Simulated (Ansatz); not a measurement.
Data:

ZrSi:
```cif
data_Si2Zr2
_chemical_formula_sum 'Si2 Zr2'
_space_group_name_H-M_alt 'P 1'
_space_group_IT_number 1
_cell_length_a 5.24743
_cell_length_b 5.24743
_cell_length_c 3.71782
_cell_angle_alpha 90.000
_cell_angle_beta 90.000
_cell_angle_gamma 138.647
loop_
_space_group_symop_operation_xyz
  'x, y, z'
loop_
_atom_site_label
_atom_site_type_symbol
_atom_site_fract_x
_atom_site_fract_y
_atom_site_fract_z
_atom_site_occupancy
Si1 Si 0.57863 0.42137 0.75000 1
Si2 Si 0.42137 0.57863 0.25000 1
Zr1 Zr 0.85466 0.14534 0.75000 1
Zr2 Zr 0.14534 0.85466 0.25000 1
```

This is the LDA-relaxed structure.

Question: All from plane-wave PAW LDA (Ansatz code), unless another level is named. Give the highest zone-centre frequency.

Answer: 411 cm⁻¹.

Question: Next, the bulk modulus (Birch–Murnaghan fit)?

Answer: 158 GPa.

Space group Cmcm. A made-up cell: these elements were put on the sites of a structure type; the Crystallography Open Database files this formula in space group No. 63, but the cells were not matched. Its standing as an ambient phase is unchecked. Symmetry was held in the LDA relaxation; of distortions, only those at the zone centre were tested. No spin polarisation was allowed. The volume moved by -25 % from the start of the relaxation. As this level gives no gap, phonon frequencies hold no LO–TO term and depend on the k-mesh and smearing (Fermi–Dirac, 0.1 eV here).

Potentials: the later of the program's two PAW sets.
